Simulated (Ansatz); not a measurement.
Relaxed LiCl (rock salt):

```xyz
2
Lattice="0.0000 2.5752 2.5752 2.5752 0.0000 2.5752 2.5752 2.5752 0.0000" Properties=species:S:1:pos:R:3 pbc="T T T"
Cl     0.0000     0.0000     0.0000
Li     2.5752     2.5752     2.5752
```

The atoms are displaced by Q × the pattern below (from a DFPT mode at Γ, largest move 1; Q in Å), at fixed cell. It is one choice among 3 degenerate patterns.

| atom | x | y | z |
|---|---|---|---|
| Cl1 | 0.000 | 0.000 | -0.196 |
| Li2 | 0.000 | 0.000 | 1.000 |

Computed with PBE (plane waves to 420 eV, PAW, scalar-relativistic; Ansatz, an electronic-structure program). k mesh 11×11×11 (Γ-centred), Fermi-Dirac smearing 0.05 eV. The energy includes the smearing's −TS. LiCl was relaxed with its symmetry unable to fall. ΔE is measured from the undisplaced structure.

| Q (Å) | ΔE (meV/cell) |
|---|---|
| -0.1000 | withheld |
| -0.0833 | 3.1 |
| -0.0667 | 2.0 |
| -0.0500 | 1.1 |
| -0.0333 | 0.5 |
| -0.0167 | 0.1 |
| 0.0000 | 0.0 |
| 0.0167 | 0.1 |
| 0.0333 | 0.5 |
| 0.0500 | 1.1 |
| 0.0667 | 2.0 |
| 0.0833 | 3.1 |
| 0.1000 | withheld |

Task: Fit an even polynomial form (powers 2, 4) to the given rows and predict ΔE at Q = 0.1000.

Result: Least squares on the 11 given rows: ΔE = (444.6)·Q² + (400.2)·Q⁴, in meV/cell with Q in Å; root-mean-square residual 0.01 meV/cell. At 0.1000 the fit gives 4.5 meV/cell; the calculation gives 4.6 meV/cell, so the extrapolation is off by -0.1 (-2.2 %). The quadratic term alone would give 4.4 meV/cell.

(For displaced atoms, the force is minus the slope of the energy, and its curvature is a force constant, which sets phonon frequencies.)
